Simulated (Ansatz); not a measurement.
TaSi (CsCl type, Pm-3m) under volume change, DFT-PBE in the program Ansatz with PAW potentials, scaled uniformly.

```csv
V (Å³/atom),E − E(relaxed) (meV/atom),P (GPa)
14.250,85.6,21.07
14.720,36.0,12.95
15.189,8.5,5.98
15.659,0.0,0.00
16.129,7.7,-5.10
16.599,29.0,-9.33
17.068,61.9,-13.03
```

Task: What does a third-order Birch–Murnaghan fit give for V₀, B₀ and B′?

Result: V₀ = 15.66 Å³/atom, B₀ = 182 GPa, B′ = 4.3.

A made-up cell: these elements were put on the sites of a structure type; neither database checked (COD, Materials Project) lists it. Whether it is the stable phase at ambient conditions was not checked. The cell was relaxed with PBE under the symmetry of its start; its stability against distortions is not shown here. The run is not spin-polarised. Spin–orbit coupling is left out wherever it is not named.

Potentials: the later of the program's two PAW sets.
